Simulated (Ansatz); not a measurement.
SnC:
```xyz
4
Lattice="3.3321 0.0000 0.0000 -1.6660 2.8857 0.0000 0.0000 0.0000 5.7967" Properties=species:S:1:pos:R:3 pbc="T T T"
Sn     0.0000     0.0000     0.0000
Sn     0.0000     0.0000     2.8984
C      0.0000     1.9238     1.4492
C      1.6660     0.9619     4.3476
```

Relaxed with PBE+D3(BJ). Special points in fractions of this cell's reciprocal vectors: Γ (0.000, 0.000, 0.000); M (0.500, 0.000, 0.000); K (0.333, 0.333, 0.000); A (0.000, 0.000, 0.500); L (0.500, 0.000, 0.500); H (0.333, 0.333, 0.500).

### Question
List the band energies nearest the Fermi level at these points for plane-wave PAW PBE+D3(BJ) (Ansatz code).

### Answer
In eV from the Fermi level; about four levels below and three above (degenerate sets whole), none deeper than 8.9 eV; points with the same levels are listed once.

```tsv
k	below	above
Γ	-1.03 -0.39 -0.39	0.33 0.33 0.55
M	-5.91 -5.04 -4.57 -2.72	0.12 1.59 2.81
K	-3.53 -3.53 -3.53 -3.53 -2.91	5.55 6.27 6.27
A	0.00 0.00 0.00 0.00	2.95 2.95 6.21 6.21
L	-2.18 -2.18 -1.63 -1.63	0.28 0.28 4.91 4.91
H	-5.40 -5.40 -0.56 -0.56	1.92 1.92 2.84 2.84
```

Space group P6_3/mmc (NiAs type). The cell is a constructed one: a structure type filled with these elements; neither database checked (COD, Materials Project) lists it. Whether it is the stable phase at ambient conditions was not checked. The cell was relaxed with PBE+D3(BJ) under the symmetry of its start; whether a distortion lowers the energy is not shown. Spin–orbit coupling is left out wherever it is not named.

Potentials: the earlier of the program's two PAW sets.
